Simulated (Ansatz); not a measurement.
# Equation of state of vanadium, diamond

These are results of DFT, m-r2SCAN, plane waves (500 eV) with PAW, scalar-relativistic in Ansatz 0.2.0, not measurements. (PAW data from PBE, frozen cores regenerated.)

The cell is scaled uniformly from the relaxed one, with fractional coordinates and shape fixed. Energies are extrapolated to zero smearing, pressures are those at the given smearing. Magnetic state: ferromagnetic.

| V (Å³/atom) | E − E₀ (meV/atom) | P (GPa) | sphere moment (μB) |
| --- | --- | --- | --- |
| 17.310 | 68.6 | 9.60 | 1.24 |
| 18.097 | 28.8 | 6.08 | 1.32 |
| 18.884 | 6.7 | 2.80 | 1.36 |
| 19.671 | -0.1 | -0.05 | 1.39 |
| 20.458 | 6.2 | -2.47 | 1.41 |
| 21.245 | 23.6 | -4.49 | 1.42 |
| 22.031 | 50.0 | -6.18 | 1.44 |

Q: Fit a third-order Birch-Murnaghan equation.

A: V₀ = 19.67 Å³/atom, B₀ = 66 GPa, B₀′ = 3.1.

m-r²SCAN is r²SCAN on the gauge-invariant kinetic-energy density; without spin polarisation the two are equal.
